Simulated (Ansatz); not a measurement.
An elastic tensor (GPa, Voigt order, standard axes) from DFT-PBE in the program Ansatz with PAW potentials:

```
 116   4.0   4.0   0.0   0.0   0.0
 4.0   116   4.0   0.0   0.0   0.0
 4.0   4.0   116   0.0   0.0   0.0
 0.0   0.0   0.0  16.6   0.0   0.0
 0.0   0.0   0.0   0.0  16.6   0.0
 0.0   0.0   0.0   0.0   0.0  16.6
```

Q: Pick the material that matches.
A. ZrN, rock salt
B. SnTe, rock salt
C. InPd, CsCl type
D. Cu3Au, Cu3Au type

A: B, SnTe, rock salt

Space group Fm-3m (rock salt). Symmetry was held in the PBE relaxation. At this level the phase is dynamically unstable (imaginary phonons). Spin–orbit coupling is left out wherever it is not named.

Potentials: the later of the program's two PAW sets.
